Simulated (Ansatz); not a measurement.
Ge (diamond), frozen-phonon scan

Starting cell, Ge (diamond):

```
Ge
1.0
    0.00000     5.67269     5.67269
    2.83635     2.83635     5.67269
    2.83635     2.83635     0.00000
Ge
4
Direct
  0.00000   0.50000   0.50000
  0.50000   0.50000   0.50000
  0.00000   0.75000   0.75000
  0.50000   0.75000   0.75000
```

The atoms are displaced by Q × the pattern below (from a DFPT mode at X = (0.5, 0.5, 0.0), largest move 1; Q in Å), at fixed cell. It is one choice among 2 degenerate patterns. (q is in reciprocal vectors of the primitive cell; the cell shown is doubled to hold the pattern.)

```tsv
atom	x	y	z
Ge3	0.000	0.000	1.000
Ge4	0.000	0.000	-1.000
```

Atoms not listed stay in place.

Level of theory: r2SCAN (plane waves to 500 eV, PAW, scalar-relativistic; Ansatz, a program for electronic structure). k mesh 10×10×10 (Γ-centred), Fermi-Dirac smearing 0.05 eV. The energy includes the smearing's −TS. Stress and pressure are positive under compression. As the smearing reaches across the gap at some points, energies and forces of such displacements shift with the k mesh and the smearing. Ge was relaxed with its symmetry unable to fall. The PAW data are Ansatz's earlier set. ΔE is measured from the undisplaced structure.

```tsv
Q (Å)	ΔE (meV/cell)	P (GPa)	−dE/dQ from forces (eV/Å)
-0.280	1141	3.1	7.748
-0.233	804	2.2	6.679
-0.187	520	1.4	5.478
-0.140	294	0.8	4.170
-0.093	131	0.4	2.805
-0.047	33	0.1	1.410
0.000	0	0.0	0.000
0.047	33	0.1	-1.410
0.093	131	0.4	-2.805
0.140	294	0.8	-4.170
0.187	520	1.4	-5.478
0.233	804	2.2	-6.679
0.280	1141	3.1	-7.748
```

Read from the data:

- Energy at Q = 0.280 Å = 1141 meV/cell
- Space group of the distorted cell = P-4m2 (No. 115), lowered from Fd-3m
- Symmetry of the curve = even: the same for both signs
- Shape of the curve = a single well with its minimum at or next to zero displacement
- Harmonic wavenumber from the curvature (finite differences) = 238 cm⁻¹
- Wavenumber by perturbation theory (DFPT, on another k mesh) = 238 cm⁻¹

(For displaced atoms, the force is minus the slope of the energy, and its curvature is a force constant, which sets phonon frequencies.)
